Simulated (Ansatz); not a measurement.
Ga$_{2}$Pt:
```xyz
3
Lattice="0.0000 2.9666 2.9666 2.9666 0.0000 2.9666 2.9666 2.9666 0.0000" Properties=species:S:1:pos:R:3 pbc="T T T"
Ga     4.4500     4.4500     4.4500
Ga     1.4833     1.4833     1.4833
Pt     0.0000     0.0000     0.0000
```

Relaxed with r²SCAN. Special points in fractions of this cell's reciprocal vectors: Γ (0.000, 0.000, 0.000); X (0.500, 0.000, 0.500); U (0.625, 0.250, 0.625); K (0.375, 0.375, 0.750); L (0.500, 0.500, 0.500); W (0.500, 0.250, 0.750).

Question: List the band energies nearest the Fermi level at these points for plane-wave PAW r²SCAN (Ansatz code).

Answer: In eV from the Fermi level; about four levels below and three above (degenerate sets whole), none deeper than 8.9 eV; points with the same levels are listed once.

```json
[
 {"k": "Γ", "below": "-5.29 -5.29 -5.29 -3.55 -3.55", "above": "0.40 5.33 5.33 5.33"},
 {"k": "X", "below": "-3.33 -3.07 -1.95 -1.95", "above": "2.07 4.48 11.02 11.02"},
 {"k": "U", "below": "-3.77 -3.13 -2.15 -0.77", "above": "2.97 6.45 8.10"},
 {"k": "L", "below": "-4.80 -4.80 -3.59 -3.42 -3.42", "above": "1.27 1.27 3.34"},
 {"k": "W", "below": "-3.24 -3.00 -3.00 -1.02", "above": "5.17 5.17 7.56"}
]
```

Space group Fm-3m (fluorite or antifluorite type). The first step of the workflow began from a Materials Project structure, measured or hypothetical; the Crystallography Open Database files this formula in space group No. 225, but the cells were not matched. Its standing as an ambient phase is unchecked. Symmetry was held in the r²SCAN relaxation; its stability against distortions is not shown here. The run is not spin-polarised. Scalar-relativistic: spin–orbit coupling is off unless named, which matters more the heavier the elements.

Potentials: the later of the program's two PAW sets.
